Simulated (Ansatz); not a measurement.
Task: Each is relaxed and computed with plane-wave PAW r²SCAN (Ansatz code). Which is the only metal?
A) TiCuSi, Pnma (Ti on 4c, Si on 4c, Cu on 4c)
B) Y2TiO5, Pnma (Pearson symbol oP32)
C) Mg2TiO4, P4_122 (Pearson symbol tP28)
D) Cu2SiSe3, Cc (Pearson symbol mS24)

Result: A, TiCuSi, Pnma (Ti on 4c, Si on 4c, Cu on 4c). TiCuSi: metal; Y2TiO5: gap 3.86 eV (indirect); Cu2SiSe3: gap 0.68 eV (direct); Mg2TiO4: gap 3.97 eV (direct). Standing as an ambient phase not checked: TiCuSi, Pnma (Ti on 4c, Si on 4c, Cu on 4c); Y2TiO5, Pnma (Pearson symbol oP32); Cu2SiSe3, Cc (Pearson symbol mS24); Mg2TiO4, P4_122 (Pearson symbol tP28). Perhaps ordered models of mixed-site phases: Cu2SiSe3, Cc (Pearson symbol mS24). All cells were relaxed under the symmetry of their starts (and spin orders); stability against distortions was not tested throughout. Rows with no word on spin ran without spin polarisation. Scalar-relativistic: spin–orbit coupling is off unless named, which matters more the heavier the elements.

Potentials: the later of the program's two PAW sets.
